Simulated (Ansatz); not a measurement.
The relaxed structure here is a generated cell of WSe2: the first start was made by a random draw of sites in a space group, and the end was not matched to a known phase here, so it may be hypothetical. Known forms of WSe2 include space group No. 194.

The end point of a relaxation of WSe$_{2}$. Space group P4₂/nmc (No. 137). Method: r2SCAN (plane waves to 500 eV, PAW, scalar-relativistic; Ansatz, a first-principles code).

```cif
data_Se4W2
_chemical_formula_sum 'Se4 W2'
_space_group_name_H-M_alt 'P42/nmc :1'
_space_group_IT_number 137
_space_group_name_Hall 'P 4n 2n -1n'
_cell_length_a 4.42419
_cell_length_b 4.42419
_cell_length_c 6.28805
_cell_angle_alpha 90.000
_cell_angle_beta 90.000
_cell_angle_gamma 90.000
loop_
_space_group_symop_operation_xyz
  'x, y, z'
  '-y+1/2, x+1/2, z+1/2'
  '-x, -y, z'
  'y+1/2, -x+1/2, z+1/2'
  'x+1/2, -y+1/2, -z+1/2'
  '-y, -x, -z'
  '-x+1/2, y+1/2, -z+1/2'
  'y, x, -z'
  '-x+1/2, -y+1/2, -z+1/2'
  'y, -x, -z'
  'x+1/2, y+1/2, -z+1/2'
  '-y, x, -z'
  '-x, y, z'
  'y+1/2, x+1/2, z+1/2'
  'x, -y, z'
  '-y+1/2, -x+1/2, z+1/2'
loop_
_atom_site_label
_atom_site_type_symbol
_atom_site_symmetry_multiplicity
_atom_site_Wyckoff_symbol
_atom_site_fract_x
_atom_site_fract_y
_atom_site_fract_z
_atom_site_occupancy
Se1 Se 4 d 0.50000 0.00000 0.22972 1
W1 W 2 b 0.00000 0.00000 0.50000 1
```

Question: Predict the magnetic moment from r2SCAN.

Answer: Net 0.63 μB/atom, ferromagnetic.

Spin state reached: ferromagnetic (net 0.63 μB/atom); other spin orders were not run from this start.

The run could not lose the symmetry of its start: the end is stationary, and may be a saddle point rather than a minimum.
